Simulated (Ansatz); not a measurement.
# Structures of GaS2: which is lowest?

Plane-wave DFT in Ansatz with scalar-relativistic PAW potentials, cutoff 420 eV, Γ-centred meshes chosen by cell and gap, Gaussian smearing with energies taken to zero width. Every cell was relaxed (cell and atoms) in a run of its own, within the symmetry of its start. Functional: PBE.

Relaxed structures (starts from databases or built by putting these elements on another compound's sites):
A. P6/mmm, 3 atoms in the computed cell, a = 4.330 Å, c = 3.600 Å; sites (symmetry × multiplicity) Ga 6/mmm × 1, S -6m2 × 2; start: built
B. R3m, 3 atoms in the computed cell, a = 3.528 Å, c = 15.679 Å; sites (symmetry × multiplicity) Ga 3m × 3, S 3m × 3 + 3m × 3; start: built

Q: Rank them by energy. Could pressure change the order?

A:
```tsv
structure	group	E − E(lowest) (meV/atom)	V (Å³/atom)	gap on mesh (eV)
B	R3m	0.0	18.78	0.00
A	P6/mmm	481	19.49	0.00
```

B is lowest, 481 meV/atom under A. The lowest is also the densest of these, so pressure wouldn't bring one of the others in at first order. Other structures may lie lower than all of these, and vibrations aren't counted.

Spin polarisation was left out, and a magnetic state may lie lower.